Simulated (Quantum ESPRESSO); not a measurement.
Parts of the isotropic shielding in SrCl2, by PBE GIPAW (a modified build of Quantum ESPRESSO, JTH PAW datasets), 25 Ha, k-mesh 4×4×4 shifted:

```
CELL_PARAMETERS angstrom
      0.00000     3.48835     3.48835
      3.48835     0.00000     3.48835
      3.48835     3.48835     0.00000
ATOMIC_POSITIONS crystal
  Sr 0.00000 0.00000 0.00000
  Cl 0.25000 0.25000 0.25000
  Cl 0.75000 0.75000 0.75000
```
The cell was made here from an entry of the Crystallography Open Database (unchecked): atoms relaxed with PBE in the measured cell (PBE without dispersion, pw.x of Quantum ESPRESSO, symmetry kept).  Stability against distortions was not tested.

The core term is that of the free atom's frozen core; the paramagnetic column sums the reconstruction terms. These are absolute shieldings with no macroscopic susceptibility term; δ = σ_ref − σ needs a reference computed alike. In our sweeps, cutoffs and meshes of this size left a few ppm, and up to some 20 ppm on atoms from Zn on. No spin–orbit coupling; Sr is the heaviest element present. No d partial waves on Cl: the paramagnetic term there is incompletely reconstructed.

| site | core | bare (smooth current) | diamagnetic correction | paramagnetic corrections | σ_iso (ppm) |
|---|---|---|---|---|---|
| Sr (atom 1) | 3441.1 | 98.5 | -5.9 | (withheld) | (withheld) |
| Cl (atoms 2, 3) | 1050.8 | 68.3 | -12.1 | (withheld) | (withheld) |

Question: Fill in the missing entries.

Answer: 
- Sr (atom 1), paramagnetic corrections: -601.2
- Sr (atom 1), σ_iso (ppm): 2932.5
- Cl (atoms 2, 3), paramagnetic corrections: -369.3
- Cl (atoms 2, 3), σ_iso (ppm): 737.7
